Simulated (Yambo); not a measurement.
**How GW settings move the gap: Ta2O5**

G0W0@LDA for Ta$_{2}$O$_{5}$ (space group P2/m, No. 10) in Yambo. Reference settings: 4×4×2 Γ-centred k mesh, bands 3 to 189 and a 8 Ry block in the screening, 189 bands in G with the Bruneval-Gonze terminator, plasmon pole fitted at 27.2 eV. The LDA gap (-0.5, -0.5, -0.5) → (0, 0, -0.5) on this mesh is 2.13 eV; G0W0 gaps are taken between the same points.

| change from the reference | G0W0 gap (-0.5, -0.5, -0.5) → (0, 0, -0.5) (eV) | shift of the valence edge (eV) | rough Yambo cost |
|---|---|---|---|
| reference settings | 3.80 | -0.47 | 1 |
| 76 bands in W, 76 bands in G | 3.95 | -0.29 | about 1/3 |
| 124 bands in W, 124 bands in G | 3.85 | -0.41 | within a factor of two |
| 76 bands in G | 3.83 | -0.45 | – |
| 124 bands in G | 3.81 | -0.47 | – |
| 92 bands in W | 3.88 | -0.36 | about 1/2 |
| 3 Ry block | 4.04 | -0.51 | within a factor of two |
| 7 Ry block | 3.77 | -0.44 | within a factor of two |
| pole fitted at 10 eV | 3.81 | -0.36 | – |
| no random integration | 3.75 | -0.30 | – |
| 76 bands in G, no terminator | 3.86 | 0.19 | – |
| 124 bands in G, no terminator | 3.81 | -0.11 | – |

The reference isn't shown to be the converged limit. Costs are rough (shared machines), scaled to the same edge states, and given only for runs that recompute the screening.

Spin-orbit coupling is left out, which matters for elements this heavy: edges can move by tenths of an eV.

Geometry of the Materials Project entry, not relaxed at this level; primitive cell a = 3.841 Å, b = 3.863 Å, c = 6.778 Å, α = 90.00°, β = 105.57°, γ = 90.00°.

The structure is a Materials Project entry; no match was found in the copy of COD used, and its stability was not checked.

A shift is the quasiparticle energy of the state minus its LDA energy.
